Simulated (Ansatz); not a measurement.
# CdSe with a Cd vacancy: which input changes reach the field gradients?

Cell: a supercell of CdSe (wurtzite type, P6_3mc) built from an entry of the Crystallography Open Database (COD) (the entry's cell lengths or inner coordinates differ somewhat from later room-temperature determinations), with all atoms left at the host's positions.

```
Cd Se
1.0
     8.60000    0.00000    0.00000
    -4.30000    7.44782    0.00000
     0.00000    0.00000   14.04000
Cd Se
15 16
Direct
  0.16667 0.33333 0.50000
  0.16667 0.83333 0.00000
  0.16667 0.83333 0.50000
  0.66667 0.33333 0.00000
  0.66667 0.33333 0.50000
  0.66667 0.83333 0.00000
  0.66667 0.83333 0.50000
  0.33333 0.16667 0.25000
  0.33333 0.16667 0.75000
  0.33333 0.66667 0.25000
  0.33333 0.66667 0.75000
  0.83333 0.16667 0.25000
  0.83333 0.16667 0.75000
  0.83333 0.66667 0.25000
  0.83333 0.66667 0.75000
  0.16667 0.33333 0.19250
  0.16667 0.33333 0.69250
  0.16667 0.83333 0.19250
  0.16667 0.83333 0.69250
  0.66667 0.33333 0.19250
  0.66667 0.33333 0.69250
  0.66667 0.83333 0.19250
  0.66667 0.83333 0.69250
  0.33333 0.16667 0.44250
  0.33333 0.16667 0.94250
  0.33333 0.66667 0.44250
  0.33333 0.66667 0.94250
  0.83333 0.16667 0.44250
  0.83333 0.16667 0.94250
  0.83333 0.66667 0.44250
  0.83333 0.66667 0.94250
```

Atom numbers follow the list; atoms alike are taken as one site, whose name carries the number of the first.

Reference run. Computed with Ansatz: DFT, PBE, plane waves and PAW, scalar-relativistic, collinear spin, 420 eV cutoff, Γ-centred 3×3×2 k-points, Fermi–Dirac smearing 0.01 eV, cell charge -1. Start moments as typed (μB): 0 0 0 0 0 0 0 0 0 0 0 0 0 0 0 0.5 0 0 0 0 0 0 0 0 0.5 0 0.5 0 0.5 0 0 by atom.

It gives V_zz (10²¹ V/m²) Se16 -18.58 (η 0.00), Cd8 4.25 (η 0.74), among others. Each of these runs changes the input as listed (caps on SCF iterations aside):

A. kpoints.mp_grid.grid: [3, 3, 2] → [1, 1, 1]; scf.eigensolver.kind: not typed → davidson
B. kpoints.mp_grid.grid: [3, 3, 2] → [2, 2, 1]

Task: How does each run end, and how far do the gradients move?

Result: 

```csv
run,Se16 V_zz (η),Cd8 V_zz (η),"largest change of a gradient tensor, all atoms",note
A,-0.75 (0.00),7.15 (0.48),17.83,converged; mesh coarser than the reference's; absolute moment 0.9 → 1.1 μB
B,-17.50 (0.00),4.36 (0.72),2.76,converged; mesh coarser than the reference's; absolute moment 0.9 → 0.0 μB
```

Run A moves them most, on Se16 (V_zz from -18.58 to -0.75); against its own size the tensor moves most on Se31 among sites above 0.3 (by 10.54, V_zz from -0.60 to 9.94).

On the reference run: The defect repeats with the cell of 31 atoms, so it feels its images: sites between two images don't show the values beside a lone defect, and zeros or small values of η there can come from the images' arrangement. Cd and Se carry a gradient in the pure host already, so the values there aren't the defect's effect alone. A uniform background compensates the cell's charge. The defect cell has no gap above 0.1 eV on its mesh, so the values can hang on the smearing and the k-mesh. Without spin–orbit coupling (the program notes it for Cd) the gradients can shift somewhat, as the gap is small. The neighbours have not yet relaxed around the defect (largest force 0.69 eV/Å), so a real crystal will differ.
